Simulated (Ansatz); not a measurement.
Relaxed BP (zinc blende):

```
BP
1.0
    0.00000     4.54847     4.54847
    2.27424     0.00000     2.27424
    2.27424     2.27424     0.00000
P B
2 2
Direct
  0.37500   0.75000   0.75000
  0.87500   0.75000   0.75000
  0.00000   0.00000   0.00000
  0.50000   0.00000   0.00000
```

A phonon eigenvector at L = (0.5, 0.0, 0.0) is frozen into this cell: atom i moves by Q times the vector below, so Q is the largest atomic displacement, in Å. The cell is held. (q is in reciprocal vectors of the primitive cell; the cell shown is doubled to hold the pattern.)

```json
[
 {"atom": "P1", "x": "-0.577", "y": "0.577", "z": "0.577"},
 {"atom": "P2", "x": "0.577", "y": "-0.577", "z": "-0.577"},
 {"atom": "B3", "x": "0.066", "y": "-0.066", "z": "-0.066"},
 {"atom": "B4", "x": "-0.066", "y": "0.066", "z": "0.066"}
]
```

These are PBE (plane waves to 420 eV, PAW, scalar-relativistic; Ansatz, a quantum-chemistry and plane-wave program) values and carry that method's errors. k mesh 6×12×12 (Γ-centred), Fermi-Dirac smearing 0.05 eV. BP was relaxed with its symmetry unable to fall.

At one point of the scan the forces (eV/Å) are:

| atom | Fx | Fy | Fz |
|---|---|---|---|
| P1 | -0.583 | 0.583 | 0.583 |
| P2 | 0.539 | -0.539 | -0.539 |
| B3 | 0.045 | -0.045 | -0.045 |
| B4 | -0.002 | 0.002 | 0.002 |

### Question
Which point is it?
A. Q = -0.017 Å
B. Q = -0.100 Å
C. Q = -0.050 Å
D. Q = -0.033 Å

### Answer
D, Q = -0.033 Å

(A displaced cell: forces are minus the slopes of the energy, force constants its curvatures, and phonons follow from these.)
